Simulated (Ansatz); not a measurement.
ZnCu (CsCl type, Pm-3m) under volume change, DFT-PBEsol in the program Ansatz with PAW potentials, scaled uniformly.

```json
[
 {"V (Å³/atom)": "11.184", "E − E(relaxed) (meV/atom)": "51.6", "P (GPa)": "16.41"},
 {"V (Å³/atom)": "11.553", "E − E(relaxed) (meV/atom)": "21.5", "P (GPa)": "9.94"},
 {"V (Å³/atom)": "11.921", "E − E(relaxed) (meV/atom)": "5.1", "P (GPa)": "4.52"},
 {"V (Å³/atom)": "12.290", "E − E(relaxed) (meV/atom)": "0.0", "P (GPa)": "0.00"},
 {"V (Å³/atom)": "12.659", "E − E(relaxed) (meV/atom)": "4.5", "P (GPa)": "-3.78"},
 {"V (Å³/atom)": "13.028", "E − E(relaxed) (meV/atom)": "?", "P (GPa)": "?"},
 {"V (Å³/atom)": "13.396", "E − E(relaxed) (meV/atom)": "?", "P (GPa)": "?"}
]
```

Some entries are withheld; supply them.


- 13.396, E − E(relaxed) (meV/atom): 36.0
- 13.396, P (GPa): -9.57
- 13.028, E − E(relaxed) (meV/atom): 16.9
- 13.028, P (GPa): -6.94

What does a third-order Birch–Murnaghan fit give for V₀, B₀ and B′?

V₀ = 12.29 Å³/atom, B₀ = 138 GPa, B′ = 5.0.

The cell was relaxed with PBEsol under the symmetry of its start. No spin polarisation was allowed.

Potentials: the earlier of the program's two PAW sets. The files were generated under PBE; for other functionals the program regenerates the frozen cores, and for LDA and PBEsol the local potential too.
